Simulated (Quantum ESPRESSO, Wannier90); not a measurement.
**CsSnBr₃ (cubic perovskite), plane waves to Wannier functions**

Structure: Materials Project mp-27214, symmetrised, not relaxed again. Not found in the COD (Crystallography Open Database) copy used; not checked further. Level: PBEsol, spinors with spin-orbit coupling; pw.x of Quantum ESPRESSO at 58 Ry with PseudoDojo potentials, 4×4×4 k-points, Wannier90. Density: 6×6×6 mesh, cold smearing 0.01 Ry. With spin-orbit coupling a semilocal functional can close or falsely invert a small gap; the band order was not checked against a better method. The gap is small at this level and was sampled on the meshes and a path alone.

On the energy scale of pw.x, whose zero is arbitrary, the valence-band maximum lies at 4.48 eV.

Input w.win:

```
num_bands = 6
num_wann = 6
exclude_bands = 1-6,13-72
spinors = true
num_iter = 1000
conv_tol = 1.0e-6
conv_window = 4
write_hr = true
write_u_matrices = true
auto_projections = true
begin unit_cell_cart
ang
    5.8390100000    0.0000000000    0.0000000000
    0.0000000000    5.8390100000    0.0000000000
    0.0000000000    0.0000000000    5.8390100000
end unit_cell_cart
begin atoms_frac
Cs   0.0000000000  0.0000000000  0.0000000000
Sn   0.5000000000  0.5000000000  0.5000000000
Br   0.5000000000  0.0000000000  0.5000000000
Br   0.0000000000  0.5000000000  0.5000000000
Br   0.5000000000  0.5000000000  0.0000000000
end atoms_frac
mp_grid = 4 4 4
begin kpoints
0.0000000000 0.0000000000 0.0000000000
0.0000000000 0.0000000000 0.2500000000
0.0000000000 0.0000000000 0.5000000000
... (61 more lines: the 4x4x4 mesh through Gamma)
end kpoints
```

Input of pw2wannier90.x that gives the overlap and projection files (equivalent; here they were cut from one run over all bands):

```
&inputpp
  outdir = './out'
  prefix = 'pwscf'
  seedname = 'w'
  write_amn = .true.
  write_mmn = .true.
  scdm_proj = .true.
  scdm_entanglement = 'isolated'
/
```

Output w.wout (banner and timings cut):

```
                                    ------
                                    SYSTEM
                                    ------

                              Lattice Vectors (Ang)
                    a_1     5.839010   0.000000   0.000000
                    a_2     0.000000   5.839010   0.000000
                    a_3     0.000000   0.000000   5.839010

                   Unit Cell Volume:     199.07543  (Ang^3)

                        Reciprocal-Space Vectors (Ang^-1)
                    b_1     1.076070   0.000000   0.000000
                    b_2     0.000000   1.076070   0.000000
                    b_3     0.000000   0.000000   1.076070

 *----------------------------------------------------------------------------*
 |   Site       Fractional Coordinate          Cartesian Coordinate (Ang)     |
 +----------------------------------------------------------------------------+
 | cs   1   0.00000   0.00000   0.00000   |    0.00000   0.00000   0.00000    |
 | sn   1   0.50000   0.50000   0.50000   |    2.91951   2.91951   2.91951    |
 | br   1   0.50000   0.00000   0.50000   |    2.91951   0.00000   2.91951    |
 | br   2   0.00000   0.50000   0.50000   |    0.00000   2.91951   2.91951    |
 | br   3   0.50000   0.50000   0.00000   |    2.91951   2.91951   0.00000    |
 *----------------------------------------------------------------------------*
                                ------------
                                K-POINT GRID
                                ------------

             Grid size =  4 x  4 x  4      Total points =   64

 *---------------------------------- MAIN ------------------------------------*
 |  Number of Wannier Functions               :                 6             |
 |  Number of Objective Wannier Functions     :                 6             |
 |  Number of input Bloch states              :                 6             |
 |  Output verbosity (1=low, 5=high)          :                 1             |
 |  Timing Level (1=low, 5=high)              :                 1             |
 |  Optimisation (0=memory, 3=speed)          :                 3             |
 |  Length Unit                               :               Ang             |
 |  Post-processing setup (write *.nnkp)      :                 F             |
 |  Using Gamma-only branch of algorithms     :                 F             |
 *----------------------------------------------------------------------------*
 *------------------------------- WANNIERISE ---------------------------------*
 |  Total number of iterations                :              1000             |
 |  Number of CG steps before reset           :                 5             |
 |  Trial step length for line search         :             2.000             |
 |  Convergence tolerence                     :         0.100E-05             |
 |  Convergence window                        :                 4             |
 |  Iterations between writing output         :                 1             |
 |  Iterations between backing up to disk     :               100             |
 |  Write r^2_nm to file                      :                 F             |
 |  Write xyz WF centres to file              :                 F             |
 |  Write on-site energies <0n|H|0n> to file  :                 F             |
 |  Use guiding centre to control phases      :                 F             |
 |  Use phases for initial projections        :                 F             |
 *----------------------------------------------------------------------------*
 *-------------------------------- PLOTTING ----------------------------------*
 |  Plotting Hamiltonian in WF basis          :                 T             |
 *----------------------------------------------------------------------------*

 *---------------------------------- K-MESH ----------------------------------*
 +----------------------------------------------------------------------------+
 |                    Distance to Nearest-Neighbour Shells                    |
 |                    ------------------------------------                    |
 |          Shell             Distance (Ang^-1)          Multiplicity         |
 |          -----             -----------------          ------------         |
 |             1                   0.269018                      6            |
 |             2                   0.380448                     12            |
 |             3                   0.465952                      8            |
 |             4                   0.538035                      6            |
 |             5                   0.601542                     24            |
 |             6                   0.658956                     24            |
 |             7                   0.760897                     12            |
 |             8                   0.807053                     30            |
       ... (lines left out)
 +----------------------------------------------------------------------------+
 | The b-vectors are chosen automatically                                     |
 | The following shells are used:                       1                     |
 +----------------------------------------------------------------------------+
 |                        Shell   # Nearest-Neighbours                        |
 |                        -----   --------------------                        |
 |                          1               6                                 |
 +----------------------------------------------------------------------------+
 | Completeness relation is fully satisfied [Eq. (B1), PRB 56, 12847 (1997)]  |
 +----------------------------------------------------------------------------+
 |                  b_k Vectors (Ang^-1) and Weights (Ang^2)                  |
 |                  ----------------------------------------                  |
 |            No.         b_k(x)      b_k(y)      b_k(z)        w_b           |
 |            ---        --------------------------------     --------        |
 |             1         0.000000    0.000000    0.269018     6.908897        |
 |             2         0.000000    0.269018    0.000000     6.908897        |
 |             3         0.269018    0.000000    0.000000     6.908897        |
 |             4         0.000000    0.000000   -0.269018     6.908897        |
 |             5         0.000000   -0.269018    0.000000     6.908897        |
 |             6        -0.269018    0.000000    0.000000     6.908897        |
 +----------------------------------------------------------------------------+
 |                           b_k Directions (Ang^-1)                          |
 |                           -----------------------                          |
 |            No.           x           y           z                         |
 |            ---        --------------------------------                     |
 |             1         0.000000    0.000000    0.269018                     |
 |             2         0.000000    0.269018    0.000000                     |
 |             3         0.269018    0.000000    0.000000                     |
 +----------------------------------------------------------------------------+

 Starting a new Wannier90 calculation ...

 Reading overlaps from w.mmn

 Reading projections from w.amn

 *------------------------------- WANNIERISE ---------------------------------*
 +--------------------------------------------------------------------+<-- CONV
 | Iter  Delta Spread     RMS Gradient      Spread (Ang^2)            |<-- CONV
 +--------------------------------------------------------------------+<-- CONV

 ------------------------------------------------------------------------------
 Initial State
  WF centre and spread    1  ( -2.919504,  2.919503, -2.919505 )     0.43473794
  WF centre and spread    2  ( -2.919500,  2.919469,  2.919505 )     0.48566656
  WF centre and spread    3  ( -2.919506, -2.919509, -2.919505 )     0.44393074
  WF centre and spread    4  (  2.919503,  2.919498,  2.919505 )     0.43586387
  WF centre and spread    5  ( -2.919505, -2.919506, -2.919505 )     0.43890087
  WF centre and spread    6  ( -2.919505,  2.919542,  2.919505 )     0.65279381
  Sum of centres and spreads (-11.678018,  5.838998, -0.000000 )     2.89189379

      0     0.289E+01     0.0000000000        2.8918937928  <-- CONV
        O_D=      0.1787189 O_OD=      0.1054023 O_TOT=      2.8918938 <-- SPRD
 ------------------------------------------------------------------------------
      1    -0.253E+00     0.7170482167        2.6386193097  <-- CONV
        O_D=      0.0188056 O_OD=      0.0120411 O_TOT=      2.6386193 <-- SPRD
      2    -0.270E-01     0.4298534077        2.6115914927  <-- CONV
        O_D=      0.0017948 O_OD=      0.0020241 O_TOT=      2.6115915 <-- SPRD
      3    -0.259E-02     0.1084195935        2.6090053730  <-- CONV
        O_D=      0.0001619 O_OD=      0.0010709 O_TOT=      2.6090054 <-- SPRD
      4    -0.236E-03     0.0402658683        2.6087692420  <-- CONV
        O_D=      0.0000138 O_OD=      0.0009829 O_TOT=      2.6087692 <-- SPRD
      5    -0.208E-04     0.0122232514        2.6087484422  <-- CONV
        O_D=      0.0000009 O_OD=      0.0009750 O_TOT=      2.6087484 <-- SPRD
       ... (lines left out)
      8    -0.709E-07     0.0006164431        2.6087469015  <-- CONV
        O_D=      0.0000000 O_OD=      0.0009743 O_TOT=      2.6087469 <-- SPRD
      9    -0.114E-07     0.0002638857        2.6087468901  <-- CONV
        O_D=      0.0000000 O_OD=      0.0009743 O_TOT=      2.6087469 <-- SPRD
     10    -0.185E-08     0.0000872465        2.6087468883  <-- CONV
        O_D=      0.0000000 O_OD=      0.0009743 O_TOT=      2.6087469 <-- SPRD
             <<<     Delta < 1.000E-06  over  4 iterations     >>>
             <<< Wannierisation convergence criteria satisfied >>>
 Final State
  WF centre and spread    1  ( -2.919505,  2.919505, -2.919505 )     0.43252263
  WF centre and spread    2  ( -2.919505,  2.919505,  2.919505 )     0.43510791
  WF centre and spread    3  ( -2.919505, -2.919505, -2.919505 )     0.43676703
  WF centre and spread    4  (  2.919505,  2.919505,  2.919505 )     0.43364174
  WF centre and spread    5  ( -2.919505, -2.919505, -2.919505 )     0.43676202
  WF centre and spread    6  ( -2.919505,  2.919505,  2.919505 )     0.43394555
  Sum of centres and spreads (-11.678020,  5.839010, -0.000000 )     2.60874689

         Spreads (Ang^2)       Omega I      =     2.607772553
        ================       Omega D      =     0.000000033
                               Omega OD     =     0.000974302
    Final Spread (Ang^2)       Omega Total  =     2.608746888
```
